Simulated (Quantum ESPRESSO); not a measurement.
AlZn2S3Cl (made-up cell, one site empty) (calculated)

All values are calculated (Quantum ESPRESSO 7.5). Calculation on a made-up crystal cell, not a measurement, run twice, once with a planted mistake found by running each candidate: periodic Kohn-Sham density functional theory in plane waves with PseudoDojo standard norm-conserving scalar-relativistic pseudopotentials, each functional with its own files (v0.5 for PBE, v0.4.1 for LDA and PBEsol), no spin polarisation, no spin-orbit coupling, atoms not relaxed, stress positive in tension, energies less a fixed whole-eV offset for each atom's element; levels are Kohn-Sham levels at fractions of this cell's reciprocal vectors, counted from the reference band (half the neutral cell's valence electrons, rounded up) at Gamma; error bars cover cutoff and k-mesh only, not smearing or the files; each bar is the largest change over components, and at least 0.002 eV, 0.002 eV per angstrom or 0.02 GPa; a charged cell sits in a uniform background, with energy and stress on this program's zero of potential; energies are for the whole cell, and the offsets were chosen from early runs and are not element reference energies; a distance is the largest change of any value in units of its error bar (the energy's for the smearing term), a scale change is of lengths, and a coarse mesh keeps the half-step shift.

Common to all runs: lattice type wurtzite; empty site 1; intended functional pbe; intended cutoff 1143 eV; intended fermi dirac smearing 0.025 eV; intended scf tolerance 1e-07 eV; intended electrons removed 0; healthy free energy less offsets 2.476 eV; healthy scf iterations 10; healthy smearing term minus ts 0 eV; healthy pressure 1.03 GPa; healthy stress xx 0.66 GPa; healthy stress yy -2.91 GPa; healthy stress zz -0.84 GPa; healthy stress yz 0.54 GPa; healthy stress xz 0.97 GPa; healthy stress xy 0.36 GPa; healthy reference band 34; faulty reference band 34; candidate k points along each vector 2; candidate cutoff 792 eV; candidate smearing 0.44 eV; candidate functional lda; candidate scf tolerance 0.4 eV; candidate electrons removed 1; candidate scale change -1.73 percent; candidate first exchanged site 2; candidate second exchanged site 3; intended k mesh 5 x 4 x 4, shifted by half a step; structure shown as intended, without the mistake.

```yaml
- entry: 1
  formula: AlZn2S3Cl
  kind: "made-up cell, one site empty"
  intended_structure:
    cell_angstrom:
      - [3.8073, 0.0044, 0.0447]
      - [0.0076, 6.5028, 0.1064]
      - [0.0731, 0.1003, 6.1144]
    atoms_fractional:
      - [Zn, 0.50672, 0.50439, 0.00315]
      - [Al, 0.49239, 0.15858, 0.49554]
      - [Zn, 0.01773, 0.66887, 0.49513]
      - [S, 0.00288, -0.0046, 0.37161]
      - [S, 0.49702, 0.49837, 0.3789]
      - [Cl, 0.50391, 0.16447, 0.87426]
      - [S, 0.00174, 0.66952, 0.87107]
  given:
    "faulty_free_energy_less_offsets [eV]": -2.383
    faulty_scf_iterations: 12
    "faulty_smearing_term_minus_ts [eV]": -0.016
    "faulty_pressure [GPa]": -11.05
    "faulty_stress_xx [GPa]": 11.69
    "faulty_stress_yy [GPa]": 10.36
    "faulty_stress_zz [GPa]": 11.1
    "faulty_stress_yz [GPa]": 1.16
    "faulty_stress_xz [GPa]": 0.79
    "faulty_stress_xy [GPa]": 0.32
    atom_site: [2, 3, 4, 5, 6, 7, 8]
    "atom_energy_offset [eV]": [-5687, -64, -5687, -302, -302, -449, -302]
    healthy_force_site: [2, 3, 4, 5, 6, 7, 8]
    "healthy_force_x [eV/angstrom]": [-0.205, 0.155, -0.578, -0.136, 0.624, -0.058, 0.198]
    "healthy_force_y [eV/angstrom]": [0.628, 0.063, -0.532, 1.363, -0.877, -0.417, -0.227]
    "healthy_force_z [eV/angstrom]": [-0.919, 0.92, 1.115, -0.335, -0.084, -1.021, 0.324]
    healthy_level_k_point: [Gamma, "(1/2,1/2,1/2)", "(0.15,0,0)", "(0,0.15,0)", "(0,0,0.15)"]
    "healthy_next_band_up [eV]": [1.757, 2.669, 2.622, 1.998, 1.93]
    faulty_force_site: [2, 3, 4, 5, 6, 7, 8]
    "faulty_force_x [eV/angstrom]": [-0.18, 0.157, -0.574, -0.146, 0.614, -0.053, 0.181]
    "faulty_force_y [eV/angstrom]": [0.101, -0.141, -0.299, 0.973, -0.46, -0.107, -0.067]
    "faulty_force_z [eV/angstrom]": [-0.541, 0.774, 0.503, -0.257, -0.003, -0.752, 0.277]
    faulty_level_k_point: [Gamma, "(1/2,1/2,1/2)", "(0.15,0,0)", "(0,0.15,0)", "(0,0,0.15)"]
    "faulty_next_band_up [eV]": [2.724, 3.58, 3.537, 2.98, 2.919]
    candidate_mistake: ["coarse kmesh", "low cutoff", "wide smearing", "wrong functional", "loose scf", "wrong charge", "cell scaled", "atoms exchanged"]
  results:
    fault_kind: "wrong charge"
    other_mistakes_compared: 7
    "distance_from_healthy [error bars]": 1075.0
    "distance_from_nearest_other_mistake [error bars]": 952.5
    "healthy_error_bar_energy [eV]": 0.004518
    "healthy_error_bar_stress [GPa]": 0.04531
    "healthy_error_bar_force [eV/angstrom]": 0.002
    "healthy_error_bar_next_band_up [eV]": 0.002
- entry: 2
  formula: AlZn2S3Cl
  kind: "made-up cell, one site empty"
  intended_structure:
    cell_angstrom:
      - [3.8073, 0.0044, 0.0447]
      - [0.0076, 6.5028, 0.1064]
      - [0.0731, 0.1003, 6.1144]
    atoms_fractional:
      - [Zn, 0.50672, 0.50439, 0.00315]
      - [Al, 0.49239, 0.15858, 0.49554]
      - [Zn, 0.01773, 0.66887, 0.49513]
      - [S, 0.00288, -0.0046, 0.37161]
      - [S, 0.49702, 0.49837, 0.3789]
      - [Cl, 0.50391, 0.16447, 0.87426]
      - [S, 0.00174, 0.66952, 0.87107]
  given:
    "faulty_free_energy_less_offsets [eV]": 2.617
    faulty_scf_iterations: 10
    "faulty_smearing_term_minus_ts [eV]": 0.0
    "faulty_pressure [GPa]": 4.98
    "faulty_stress_xx [GPa]": -3.15
    "faulty_stress_yy [GPa]": -7.01
    "faulty_stress_zz [GPa]": -4.79
    "faulty_stress_yz [GPa]": 0.7
    "faulty_stress_xz [GPa]": 1.12
    "faulty_stress_xy [GPa]": 0.47
    atom_site: [2, 3, 4, 5, 6, 7, 8]
    "atom_energy_offset [eV]": [-5687, -64, -5687, -302, -302, -449, -302]
    healthy_force_site: [2, 3, 4, 5, 6, 7, 8]
    "healthy_force_x [eV/angstrom]": [-0.205, 0.155, -0.578, -0.136, 0.624, -0.058, 0.198]
    "healthy_force_y [eV/angstrom]": [0.628, 0.063, -0.532, 1.363, -0.877, -0.417, -0.227]
    "healthy_force_z [eV/angstrom]": [-0.919, 0.92, 1.115, -0.335, -0.084, -1.021, 0.324]
    healthy_level_k_point: [Gamma, "(1/2,1/2,1/2)", "(0.15,0,0)", "(0,0.15,0)", "(0,0,0.15)"]
    "healthy_next_band_up [eV]": [1.757, 2.669, 2.622, 1.998, 1.93]
    faulty_force_site: [2, 3, 4, 5, 6, 7, 8]
    "faulty_force_x [eV/angstrom]": [-0.255, 0.178, -0.698, -0.176, 0.758, -0.054, 0.247]
    "faulty_force_y [eV/angstrom]": [0.579, 0.019, -0.629, 1.464, -0.841, -0.633, 0.041]
    "faulty_force_z [eV/angstrom]": [-0.936, 0.974, 1.096, -0.68, -0.081, -0.835, 0.462]
    faulty_level_k_point: [Gamma, "(1/2,1/2,1/2)", "(0.15,0,0)", "(0,0.15,0)", "(0,0,0.15)"]
    "faulty_next_band_up [eV]": [1.999, 2.667, 2.903, 2.209, 2.148]
    candidate_mistake: ["coarse kmesh", "low cutoff", "wide smearing", "wrong functional", "loose scf", "wrong charge", "cell scaled", "atoms exchanged"]
  results:
    fault_kind: "cell scaled"
    other_mistakes_compared: 7
    "distance_from_healthy [error bars]": 172.7
    "distance_from_nearest_other_mistake [error bars]": 154.1
    "healthy_error_bar_energy [eV]": 0.004518
    "healthy_error_bar_stress [GPa]": 0.04531
    "healthy_error_bar_force [eV/angstrom]": 0.002
    "healthy_error_bar_next_band_up [eV]": 0.002
- entry: 3
  formula: AlZn2S3Cl
  kind: "made-up cell, one site empty"
  intended_structure:
    cell_angstrom:
      - [3.8073, 0.0044, 0.0447]
      - [0.0076, 6.5028, 0.1064]
      - [0.0731, 0.1003, 6.1144]
    atoms_fractional:
      - [Zn, 0.50672, 0.50439, 0.00315]
      - [Al, 0.49239, 0.15858, 0.49554]
      - [Zn, 0.01773, 0.66887, 0.49513]
      - [S, 0.00288, -0.0046, 0.37161]
      - [S, 0.49702, 0.49837, 0.3789]
      - [Cl, 0.50391, 0.16447, 0.87426]
      - [S, 0.00174, 0.66952, 0.87107]
  given:
    "faulty_free_energy_less_offsets [eV]": 2.442
    faulty_scf_iterations: 10
    "faulty_smearing_term_minus_ts [eV]": 0.0
    "faulty_pressure [GPa]": 1.11
    "faulty_stress_xx [GPa]": 0.75
    "faulty_stress_yy [GPa]": -0.85
    "faulty_stress_zz [GPa]": -3.23
    "faulty_stress_yz [GPa]": 1.53
    "faulty_stress_xz [GPa]": 0.83
    "faulty_stress_xy [GPa]": 0.37
    atom_site: [2, 3, 4, 5, 6, 7, 8]
    "atom_energy_offset [eV]": [-5687, -64, -5687, -302, -302, -449, -302]
    healthy_force_site: [2, 3, 4, 5, 6, 7, 8]
    "healthy_force_x [eV/angstrom]": [-0.205, 0.155, -0.578, -0.136, 0.624, -0.058, 0.198]
    "healthy_force_y [eV/angstrom]": [0.628, 0.063, -0.532, 1.363, -0.877, -0.417, -0.227]
    "healthy_force_z [eV/angstrom]": [-0.919, 0.92, 1.115, -0.335, -0.084, -1.021, 0.324]
    healthy_level_k_point: [Gamma, "(1/2,1/2,1/2)", "(0.15,0,0)", "(0,0.15,0)", "(0,0,0.15)"]
    "healthy_next_band_up [eV]": [1.757, 2.669, 2.622, 1.998, 1.93]
    faulty_force_site: [2, 3, 4, 5, 6, 7, 8]
    "faulty_force_x [eV/angstrom]": [-0.245, 0.097, -0.561, -0.129, 0.612, 0.011, 0.215]
    "faulty_force_y [eV/angstrom]": [-0.68, -0.929, 0.388, 0.66, -0.136, 1.164, -0.467]
    "faulty_force_z [eV/angstrom]": [-0.464, -0.421, -0.075, -0.095, -0.754, 0.913, 0.897]
    faulty_level_k_point: [Gamma, "(1/2,1/2,1/2)", "(0.15,0,0)", "(0,0.15,0)", "(0,0,0.15)"]
    "faulty_next_band_up [eV]": [2.079, 2.771, 2.895, 2.2, 2.236]
    candidate_mistake: ["coarse kmesh", "low cutoff", "wide smearing", "wrong functional", "loose scf", "wrong charge", "cell scaled", "atoms exchanged"]
  results:
    fault_kind: "atoms exchanged"
    other_mistakes_compared: 7
    "distance_from_healthy [error bars]": 967.0
    "distance_from_nearest_other_mistake [error bars]": 898.9
    "healthy_error_bar_energy [eV]": 0.004518
    "healthy_error_bar_stress [GPa]": 0.04531
    "healthy_error_bar_force [eV/angstrom]": 0.002
    "healthy_error_bar_next_band_up [eV]": 0.002
```
